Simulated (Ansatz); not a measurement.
LaSi₂Au₂:
```
CELL_PARAMETERS angstrom
     -2.19070     2.19070     5.10514
      2.19070    -2.19070     5.10514
      2.19070     2.19070    -5.10514
ATOMIC_POSITIONS crystal
  La 0.00000 0.00000 0.00000
  Si 0.61593 0.61593 0.00000
  Si 0.38407 0.38407 0.00000
  Au 0.75000 0.25000 0.50000
  Au 0.25000 0.75000 0.50000
```

This is the r²SCAN-relaxed structure.

Problem. All from DFT-r²SCAN in the program Ansatz with PAW potentials, unless another level is named. Estimate the electronic character.

Solution. metallic (no gap).

Problem. Predict the density of states at the Fermi level.

Solution. 0.27 states/eV per atom (mean over ±0.08 eV).

Problem. What about the formation energy from the elements (no fitted shifts)?

Solution. -694 meV/atom.

Space group I4/mmm. The first step of the workflow began from a Materials Project structure, measured or hypothetical; the Crystallography Open Database files this formula in space group No. 139, but the cells were not matched. Whether it is the stable phase at ambient conditions was not checked. The r²SCAN relaxation kept the symmetry of its start; its stability against distortions is not shown here. The references are the lowest solids computed at this level, not always the standard phases. Spin–orbit coupling is left out wherever it is not named.

Potentials: the earlier of the program's two PAW sets.
